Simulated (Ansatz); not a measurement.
MgS (rock salt)

```
CELL_PARAMETERS angstrom
      0.00000     5.20309     5.20309
      2.60155     2.60155     5.20309
      2.60155     2.60155     0.00000
ATOMIC_POSITIONS crystal
  S  0.00000 0.00000 0.00000
  S  0.50000 0.00000 0.00000
  Mg 0.00000 0.50000 0.50000
  Mg 0.50000 0.50000 0.50000
```

The atoms are displaced by Q × the pattern below (from a DFPT mode at X = (0.5, 0.5, 0.0), largest move 1; Q in Å), at fixed cell. It is one choice among 2 degenerate patterns. (q is in reciprocal vectors of the primitive cell; the cell shown is doubled to hold the pattern.)

| atom | x | y | z |
|---|---|---|---|
| S1 | 0.000 | 1.000 | 0.000 |
| S2 | 0.000 | -1.000 | 0.000 |
| Mg3 | 0.000 | 0.884 | 0.000 |
| Mg4 | 0.000 | -0.884 | 0.000 |

Level of theory: r2SCAN (plane waves to 500 eV, PAW, scalar-relativistic; Ansatz, an electronic-structure program). k mesh 11×11×11 (Γ-centred), Fermi-Dirac smearing 0.05 eV. E stands for the smeared free energy. MgS was relaxed with its symmetry unable to fall. The zero of ΔE is the undisplaced structure.

| Q (Å) | ΔE (meV/cell) |
|---|---|
| -0.2800 | 1730 |
| -0.2333 | 1045 |
| -0.1867 | 591 |
| -0.1400 | withheld |
| -0.0933 | 123 |
| -0.0467 | 29 |
| 0.0000 | 0 |
| 0.0467 | 29 |
| 0.0933 | 123 |
| 0.1400 | withheld |
| 0.1867 | 591 |
| 0.2333 | 1045 |
| 0.2800 | 1730 |

Problem. Fit an even polynomial form (powers 2, 4) to the given rows and predict ΔE at Q = -0.1400.

Solution. Least squares on the 11 given rows: ΔE = (12830)·Q² + (117600)·Q⁴, in meV/cell with Q in Å; root-mean-square residual 1.4 meV/cell. At -0.1400 the fit gives 297 meV/cell; the calculation gives 300 meV/cell, so the interpolation is off by -3 (-1.0 %). The quadratic term alone would give 251 meV/cell.

(A displaced cell: forces are minus the slopes of the energy, force constants its curvatures, and phonons follow from these.)
